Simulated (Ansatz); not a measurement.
The start is a generated cell, SrTiO3 built in the AFLOW prototype ABC3_hR10_167_a_b_e (as in LiNbO3). The structure is fully relaxed (lattice and positions, P = 0) with r2SCAN (plane waves to 500 eV, PAW, scalar-relativistic; Ansatz, a program for electronic structure). The first steps use a coarse 5×5×5 k-mesh.

The start:
```
SrTiO3
1.0
    2.75140     1.58852     4.80651
   -2.75140     1.58852     4.80651
    0.00000    -3.17705     4.80651
Sr Ti O
2 2 6
Direct
  0.25000   0.25000   0.25000
  0.75000   0.75000   0.75000
  0.00000   0.00000   0.00000
  0.50000   0.50000   0.50000
  0.64243   0.85757   0.25000
  0.25000   0.64243   0.85757
  0.85757   0.25000   0.64243
  0.35757   0.14243   0.75000
  0.75000   0.35757   0.14243
  0.14243   0.75000   0.35757
```

### Question
What pressure does the first self-consistent step give?

### Answer
-2.4 GPa (negative: the cell is under tension).

### Question
Which atoms feel the largest initial force, and how large is it?

### Answer
3.71 eV/Å, on O5, O6, O7, O8, O9, O10 (atoms numbered as listed).

### Question
By how much does the energy per atom fall from start to end?

### Answer
0.40 eV/atom.

### Question
How does the volume change?

### Answer
-5.4 %, from 12.60 to 11.92 Å³/atom.

### Question
How do the shortest distances between atoms change?

### Answer
The closest pairs of elements (up to four, under 3.6 Å), start → end: O–Ti 2.08 → 1.96 Å; O–Sr 2.16 → 2.66 Å; O–O 2.94 → 2.76 Å; Sr–Ti 3.40 → 3.38 Å.

### Question
Is the relaxed structure metallic? Give its gap.

### Answer
2.32 eV, direct at Γ (no spin-orbit coupling).

### Question
Write out the relaxed structure.

### Answer

Space group R-3c, hexagonal axes (No. 167); a = b = 5.526 Å, c = 13.517 Å, α = β = 90.00°, γ = 120.00°

```tsv
atom	site	symmetry	x	y	z
Sr	6a	32	0.0000	0.0000	0.2500
Ti	6b	-3.	0.0000	0.0000	0.0000
O	18e	.2	0.5184	0.5184	0.2500
```
(The calculation used a cell of 10 atoms; values per cell refer to that cell.)

The space group stays R-3c (No. 167) (the run could not lower it), with 10 atoms in the primitive cell. Final values are on a 7×7×7 k-mesh of the relaxed cell. No spin polarisation in the result.

The run could not lose the symmetry of its start, so the end can be a saddle point.

The relaxed structure here is a generated cell of SrTiO3: the first start was made by placing the elements on the sites of a structure type, and the end was not matched to a known phase here, so it may be hypothetical. Known forms of SrTiO3 include space group No. 221.
